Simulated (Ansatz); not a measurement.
The calculation used Ansatz, DFT PBE, scalar-relativistic, plane waves, PAW. All cells share a 420 eV cutoff and Γ-centred k meshes spaced at most about 0.3 Å⁻¹ (about 0.25 or finer for metals, 2π included). Collinear spin in cells that started with moments and kept them past the coarse steps, no spin elsewhere.

All energies are static (0 K, no zero-point motion).

Compare these two cells of ScAl2P3, each relaxed at this level.

A. (no spin)

```
Sc Al P
1.0
     2.72705    1.57446    3.96701
    -2.72705    1.57446    3.96701
     0.00000   -3.14893    3.96701
Sc Al P
1 2 3
Direct
  0.50000 0.50000 0.50000
  0.12631 0.12631 0.12631
  0.87369 0.87369 0.87369
  0.50000 0.00000 0.50000
  0.00000 0.50000 0.50000
  0.50000 0.50000 0.00000
```

B. (site moments under 0.1 μB)

```
Sc Al P
1.0
     6.03160    0.00000    0.00000
    -3.01580    5.22351    0.00000
     0.00000    0.00000    3.49819
Sc Al P
1 2 3
Direct
  0.00000 0.00000 0.50000
  0.33333 0.66667 0.50000
  0.66667 0.33333 0.50000
  0.00000 0.50000 0.00000
  0.50000 0.00000 0.00000
  0.50000 0.50000 0.00000
```

Problem. Which form is favoured at zero pressure, and by what margin per atom?

Solution. A is lower, by 193 meV/atom. A has space group R-3m (No. 166), 17.0 Å³/atom and no gap on its mesh; B has space group P6/mmm (No. 191), 18.4 Å³/atom and no gap. Counting P atoms around Al and Sc (those within 1.25 times the shortest such distance or 1.15 times the sum of covalent radii, 1.27 where that leaves under three; the shortest distance is added where it exceeds 1.18 times the sum of covalent radii), A has Sc 6, Al 9 from 2.9 Å and B has Sc 12 from 3.5 Å, Al 6. The denser one is the lower, and pressure would at first widen the difference. In A, around Sc lie 6 P at 2.53 Å and 6 Al at 3.19 Å; Al is surrounded by 3 P at 2.92 Å, 1 Al at 3.01 Å, 6 P at 3.11 Å, 3 Sc at 3.19 Å and 3 Al at 3.29 Å; P is surrounded by 2 Sc at 2.53 Å, 4 P at 2.73 Å, 2 Al at 2.92 Å and 4 Al at 3.11 Å. In B, around Sc lie 6 Al at 3.48 Å, 12 P at 3.49 Å and 2 Sc at 3.50 Å; Al has 6 P at 2.47 Å, 3 Sc at 3.48 Å and 5 Al at 3.48–3.50 Å; P is surrounded by 4 Al at 2.47 Å, 4 P at 3.02 Å, 4 Sc at 3.49 Å and 2 P at 3.50 Å. Both come from invented guesses. A third cell relaxed alike, in P-4m2, lies 0.37 eV/atom below the lower of the two.

Cells relaxed within their symmetry can be saddle points.
